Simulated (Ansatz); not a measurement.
Input:

V$_{4}$GaS$_{8}$ (space group F-43m)

```xyz
13
Lattice="0.0000 4.7542 4.7542 4.7542 0.0000 4.7542 4.7542 4.7542 0.0000" Properties=species:S:1:pos:R:3 pbc="T T T"
V      3.7665     3.7665     5.7419
V      3.7665     5.7419     3.7665
V      5.7419     3.7665     3.7665
V      5.7419     5.7419     5.7419
Ga     0.0000     0.0000     0.0000
S      6.0625     6.0625     8.2002
S      6.0625     8.2002     6.0625
S      8.2002     6.0625     6.0625
S      8.2002     8.2002     8.2002
S      5.9952     5.9952     3.5132
S      5.9952     3.5132     5.9952
S      3.5132     5.9952     5.9952
S      3.5132     3.5132     3.5132
```

This relaxed cell (volume V₀) is scaled evenly in all directions, its shape held. The atoms relax within the cell's symmetry.

Computed with PBEsol (plane waves to 420 eV, PAW, scalar-relativistic; Ansatz, a quantum-chemistry and plane-wave program). k mesh 7×7×7 (Γ-centred), Fermi-Dirac smearing 0.05 eV. Energies are smeared free energies. Compression counts positive. V4GaS8 is run without spin polarisation. V4GaS8 was relaxed with its symmetry unable to fall. ΔE is measured from the relaxed starting cell.

The scan covers V/V₀ from 0.840 to 1.160 in 13 points.

**Question.** What is the fitted pressure derivative B₀′?

**Answer.** 4.9.

**Question.** What bulk modulus B₀ follows from a third-order Birch-Murnaghan fit?

**Answer.** 89.2 GPa.

(A scan under strain: stresses follow from slopes of the energy per volume, elastic moduli from its curvatures.)
